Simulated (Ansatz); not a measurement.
The relaxed structure here is a generated cell of ZrN: the first start was made by placing the elements on the sites of a structure type, and the end was not matched to a known phase here, so it may be hypothetical. Known forms of ZrN include space group No. 225.

A relaxed structure of ZrN. Space group Amm2 (No. 38). Level of theory: PBEsol (plane waves to 420 eV, PAW, scalar-relativistic; Ansatz, a program for electronic structure).

```xyz
6
Lattice="3.0692 0.0000 0.0000 0.0000 5.0779 2.8028 0.0000 -5.0779 2.8028" Properties=species:S:1:pos:R:3 pbc="T T T"
Zr     0.0000    -3.0531     1.8302
Zr     0.0000     0.0000     2.5547
Zr     0.0000     3.0531     1.8302
N      0.0000     0.0000     4.6404
N      1.5346     1.7761     2.8416
N      1.5346    -1.7761     2.8416
```

- Volume per atom: 14.56 Å³
- Band gap: no gap (metallic)
- Shortest distances: N–Zr 2.02 Å; Zr–Zr 2.90 Å; N–N 2.96 Å
- k-mesh: 15×10×10

Band energies at high-symmetry points (eV from the Fermi level; labels of this space group; no spin-orbit coupling), from −5 eV up to 2.8 eV:

| point | energies |
|---|---|
| Γ | -4.71 -4.10 -3.99 -3.61 -2.88 -2.67 -2.30 -1.66 -0.91 -0.18 1.13 2.13 2.41 |
| Y | -4.48 -4.26 -3.83 -3.52 -3.45 -3.32 -1.46 -1.45 -1.39 -0.23 0.43 2.06 2.58 2.75 |
| F0 | -4.98 -4.73 -4.35 -3.92 -3.85 -3.84 -2.66 -1.46 -1.41 -1.05 -0.02 1.04 2.34 |
| Δ0 | -4.98 -4.73 -4.35 -3.92 -3.85 -3.84 -2.66 -1.46 -1.41 -1.05 -0.02 1.04 2.34 |
| Z | -4.73 -3.29 -3.27 -3.15 -2.95 -2.69 0.12 0.26 0.53 0.92 1.98 2.11 2.77 |
| B0 | -4.81 -4.41 -4.03 -3.59 -3.48 -2.59 -0.21 0.74 0.95 1.07 1.78 2.66 |
| G0 | -4.81 -4.41 -4.03 -3.59 -3.48 -2.59 -0.21 0.74 0.95 1.07 1.78 2.66 |
| T | -4.61 -3.59 -3.35 -3.11 -2.67 -0.63 0.62 0.99 1.28 1.35 2.63 |

No spin polarisation in the result. The relaxed primitive cell holds an odd number of electrons. A magnetic state may lie lower.

The run could not lose the symmetry of its start, so the end can be a saddle point.

It was reached from a disturbed copy of a Amm2 (No. 38) cell, against which it lies -0.25 eV/atom.
